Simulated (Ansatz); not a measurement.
**Question.** Each is relaxed and computed with r²SCAN in the plane-wave PAW code Ansatz. Which is the only one with a gap?
A. Nd2ScSi2, P4/mbm (Nd on 4h, Sc on 2a, Si on 4g)
B. CsNdTe2, R-3m (Cs on 3b, Nd on 3a, Te on 6c)
C. NdC2, MoSi2 or CaC2 type
D. Pr2SiRh3, R-3m (Pr on 6c, Si on 3a, Rh on 9d)

**Answer.** B, CsNdTe2, R-3m (Cs on 3b, Nd on 3a, Te on 6c). CsNdTe2: gap 0.90 eV (indirect); Nd2ScSi2: metal; Pr2SiRh3: metal; NdC2: metal. The 4f shell is in the valence, and the state reached may lie above the lowest one. Spin orders computed, not proven ground states: CsNdTe2, R-3m (Cs on 3b, Nd on 3a, Te on 6c) ferromagnetic; Nd2ScSi2, P4/mbm (Nd on 4h, Sc on 2a, Si on 4g) ferromagnetic; Pr2SiRh3, R-3m (Pr on 6c, Si on 3a, Rh on 9d) ferromagnetic; NdC2, MoSi2 or CaC2 type ferromagnetic. Standing as an ambient phase not checked: CsNdTe2, R-3m (Cs on 3b, Nd on 3a, Te on 6c); Nd2ScSi2, P4/mbm (Nd on 4h, Sc on 2a, Si on 4g); Pr2SiRh3, R-3m (Pr on 6c, Si on 3a, Rh on 9d); NdC2, MoSi2 or CaC2 type. All cells were relaxed under the symmetry of their starts (and spin orders); stability against distortions was not tested throughout. No Hubbard U is applied. Scalar-relativistic: spin–orbit coupling is off unless named, which matters more the heavier the elements.

Potentials: the later of the program's two PAW sets.
